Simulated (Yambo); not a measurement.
One stored BSE kernel of dimension 1296 for BN (space group Fmm2, No. 42) (Yambo, PBEsol bands; 6×6×6 mesh, 3 valence and 2 conduction bands, static screening with 11 bands and a 4 Ry block, scissor 1.86 eV, Tamm-Dancoff; broadening 0.15 eV; field along x), solved in several ways.

| solver | iterations | largest change of Im ε (% of its maximum) | rough time |
|---|---|---|---|
| Haydock, threshold 2 % | 16 | 56 | within a factor of two |
| Haydock, threshold 0.5 % | 25 | 11 | within a factor of two |
| Haydock, threshold 0.1 % | 56 | 3.1 | within a factor of two |
| Haydock, threshold 0.005 % | 98 | 0.3 | 1 |
| SLEPc, lowest 10 states | – | no full spectrum | within a factor of two |
| SLEPc, lowest 60 states | – | no full spectrum | within a factor of two |
| full diagonalisation | – | reference | about 5× |

Haydock gives the spectrum without eigenstates, SLEPc the lowest states alone, full diagonalisation everything at a cost that grows as the cube of the dimension. Times include reading the kernel. Times are rough ratios from shared machines. Mesh and scissor weren't tested; the rows compare only with each other.

Geometry of the Materials Project entry, not relaxed at this level; primitive cell a = 4.112 Å, b = 2.502 Å, c = 3.713 Å, α = 80.29°, β = 36.85°, γ = 62.86°.

This is not the ordinary phase of the substance; no match was found in the copy of COD used, and its stability was not checked.

The distance between layers or molecules is the database entry's, not relaxed here. Functionals without dispersion can leave it too large, which widens gaps and weakens the response across layers: the numbers belong to this cell.
